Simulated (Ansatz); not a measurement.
Harmonic vibrational thermodynamics of Ag (fcc (Cu type), Fm-3m) at fixed volume, PBEsol in the plane-wave PAW code Ansatz. The rows extrapolate the 0 K crystal and know nothing of melting or changes of phase.

```json
[
 {"T (K)": "50", "F_vib (meV/atom)": "20.6", "S (J/K per mol of atoms)": "…", "C_V (J/K per mol of atoms)": "…"},
 {"T (K)": "100", "F_vib (meV/atom)": "…", "S (J/K per mol of atoms)": "16.5", "C_V (J/K per mol of atoms)": "…"},
 {"T (K)": "200", "F_vib (meV/atom)": "-10.9", "S (J/K per mol of atoms)": "31.7", "C_V (J/K per mol of atoms)": "23.4"},
 {"T (K)": "300", "F_vib (meV/atom)": "-49.1", "S (J/K per mol of atoms)": "41.4", "C_V (J/K per mol of atoms)": "24.3"},
 {"T (K)": "400", "F_vib (meV/atom)": "-95.8", "S (J/K per mol of atoms)": "48.4", "C_V (J/K per mol of atoms)": "24.6"},
 {"T (K)": "600", "F_vib (meV/atom)": "-207.3", "S (J/K per mol of atoms)": "58.5", "C_V (J/K per mol of atoms)": "24.8"},
 {"T (K)": "800", "F_vib (meV/atom)": "-336.2", "S (J/K per mol of atoms)": "65.6", "C_V (J/K per mol of atoms)": "24.8"},
 {"T (K)": "1000", "F_vib (meV/atom)": "-478.1", "S (J/K per mol of atoms)": "…", "C_V (J/K per mol of atoms)": "…"}
]
```

Question: Fill in the missing entries.

Answer: 
- 100, F_vib (meV/atom): 14.8
- 100, C_V (J/K per mol of atoms): 19.7
- 50, C_V (J/K per mol of atoms): 11.2
- 50, S (J/K per mol of atoms): 5.6
- 1000, C_V (J/K per mol of atoms): 24.9
- 1000, S (J/K per mol of atoms): 71.1

The PBEsol relaxation kept the symmetry of its start. No spin polarisation was allowed.

Potentials: the earlier of the program's two PAW sets. The files were generated under PBE; for other functionals the program regenerates the frozen cores, and for LDA and PBEsol the local potential too.
